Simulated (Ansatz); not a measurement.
## Fe: changes ranked by their effect on the pressure

```
CELL_PARAMETERS angstrom
-1.43900 1.43900 1.43900
1.43900 -1.43900 1.43900
1.43900 1.43900 -1.43900
ATOMIC_POSITIONS crystal
Fe 0.00000 0.00000 0.00000
```

Conventional cell: a = 2.878 Å, b = 2.878 Å, c = 2.878 Å, α = 90.00°, β = 90.00°, γ = 90.00°. Fe (atom 1) is surrounded by 8 Fe at 2.49 Å.

The geometry is COD entry 9013474, unchecked; take it as a test cell. It was measured hot, at 722 K.

These are results of Ansatz 0.2.0, DFT, PBE, all-electron LAPW, scalar-relativistic, not measurements.

The runs use a Γ-centred 18×18×18 k mesh, Fermi–Dirac smearing of 0.03 eV, basis error target 0.5 meV/atom, spin-polarised from start moments Fe 3 μB.

In this reference run the pressure is -9.1 GPa (positive in compression). Each change below is made alone, on the same k mesh, with fractional coordinates held unless an atom is moved; x, y and z are the Cartesian axes.

(1) One change shifts the pressure by -3.0 GPa. Which?
A. equal xy, yz and zx engineering shear strains of +3 %
B. volume scaled by 1.025
C. xy engineering shear strain of -4 %
D. volume scaled by 0.975

Results:

(1) B. The others give: volume scaled by 0.975, +4.1 GPa; xy engineering shear strain of -4 %, +0.5 GPa; equal xy, yz and zx engineering shear strains of +3 %, +0.9 GPa.
